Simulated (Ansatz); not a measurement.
Put ScCoC4N4 in P-43m (No. 215): Sc on 1a; Co on 1b; C on 4e; N on 4e. A trial structure of ScCoC4N4 was built thus: two interpenetrating cyanide-bridged diamond nets.

Method: DFT PBE, scalar-relativistic, plane waves, PAW in Ansatz 0.2.0. Cutoff 420 eV, Γ-centred mesh, Gaussian smearing, collinear spin.

Energies over the elements count from the elements' standard structures at the same level (N₂ as a molecule), with no fitted energy shifts.

Problem. Which cell and coordinates does it relax to?

Solution.

Space group P-43m (No. 215). a = 6.121 Å, b = 6.121 Å, c = 6.121 Å, α = 90.00°, β = 90.00°, γ = 90.00°
```json
{"atom": "Sc", "site": "1a", "symmetry": "-43m", "x": "0.0000", "y": "0.0000", "z": "0.0000"}
{"atom": "Co", "site": "1b", "symmetry": "-43m", "x": "0.5000", "y": "0.5000", "z": "0.5000"}
{"atom": "C", "site": "4e", "symmetry": ".3m", "x": "0.2103", "y": "0.2103", "z": "0.2103"}
{"atom": "N", "site": "4e", "symmetry": ".3m", "x": "0.3210", "y": "0.3210", "z": "0.3210"}
```

Around Sc lie 4 C at 2.23 Å; Co is surrounded by 4 N at 1.90 Å; C has 1 N at 1.17 Å and 1 Sc at 2.23 Å; around N lie 1 C at 1.17 Å and 1 Co at 1.90 Å. Another local minimum with the same sites may exist.

Problem. Where does its energy lie, and is it a metal?

Solution. The energy over the elements is +0.24 eV/atom and the gap on the 6×6×6 mesh of the 10-atom cell is 0 eV (a metal). The net moment per atom is 0.20 μB. The moment by site is Sc -0.1; Co 1.9 μB. A positive value: parting into the elements would lower its energy.

The last run used collinear spin and Gaussian smearing of 0.10 eV. The reference form of C is held partly by dispersion forces, which this level lacks. Another magnetic order may lie lower. Symmetry constrained the relaxation, so the result can be a saddle point. Site moments count only spheres around the atoms; the net moment includes the space between them.
